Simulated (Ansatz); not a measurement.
MoTe2 (2H-MoS2 type, space group P6_3/mmc)

```
MoTe2
1.0
    3.54214     0.00000     0.00000
   -1.77107     3.06758     0.00000
    0.00000     0.00000    14.18192
Mo Te
2 4
Direct
  0.33333   0.66667   0.75000
  0.66667   0.33333   0.25000
  0.33333   0.66667   0.12347
  0.66667   0.33333   0.62347
  0.66667   0.33333   0.87653
  0.33333   0.66667   0.37653
```

In each cell atom 1 (Mo, nearest neighbour Te at 2.721 Å; its periodic images, 3.5 Å or more away, move with it) moves by s·(1.000, 0.000, 0.000) (along Cartesian x), the rest being held.

Level of theory: r2SCAN+rVV10 (plane waves to 500 eV, PAW, scalar-relativistic; Ansatz, a first-principles code). k mesh 9×9×2 (Γ-centred), Fermi-Dirac smearing 0.05 eV. Energies are smeared free energies. As the smearing reaches across the gap at some points, energies and forces of such displacements shift with the k mesh and the smearing. MoTe2 is run without spin polarisation. MoTe2 was relaxed with its symmetry unable to fall. Spin-orbit coupling is left out, though Te is heavy. The zero of ΔE is the undisplaced structure.

Successive frames, forces in eV/Å:

```csv
frame,ΔE (meV/cell),F on Mo1,F on Mo2,F on Te3,F on Te4,F on Te5,F on Te6
s = -0.432 Å,1290,"(5.624, 1.044, 0.000)","(-0.020, 0.001, 0.000)","(-0.018, -0.004, -0.002)","(-2.784, -0.518, -1.537)","(-2.784, -0.518, 1.537)","(-0.018, -0.004, 0.002)"
s = -0.324 Å,743,"(4.450, 0.560, 0.000)","(-0.015, 0.001, 0.000)","(-0.014, -0.003, -0.002)","(-2.203, -0.278, -0.874)","(-2.203, -0.278, 0.874)","(-0.014, -0.003, 0.002)"
s = -0.216 Å,336,"(3.070, 0.240, 0.000)","(-0.010, 0.000, 0.000)","(-0.010, -0.001, -0.001)","(-1.521, -0.119, -0.391)","(-1.521, -0.119, 0.391)","(-0.010, -0.001, 0.001)"
```

**Question.** What are the energy and the forces in the next frame, s = -0.108 Å?

**Answer.** ΔE (meV/cell) = 85.

```json
[
 {"atom": "Mo1", "Fx": "1.564", "Fy": "0.059", "Fz": "0.000"},
 {"atom": "Mo2", "Fx": "-0.005", "Fy": "0.000", "Fz": "0.000"},
 {"atom": "Te3", "Fx": "-0.005", "Fy": "0.000", "Fz": "-0.001"},
 {"atom": "Te4", "Fx": "-0.775", "Fy": "-0.029", "Fz": "-0.099"},
 {"atom": "Te5", "Fx": "-0.775", "Fy": "-0.029", "Fz": "0.099"},
 {"atom": "Te6", "Fx": "-0.005", "Fy": "0.000", "Fz": "0.001"}
]
```

(For displaced atoms, the force is minus the slope of the energy, and its curvature is a force constant, which sets phonon frequencies.)
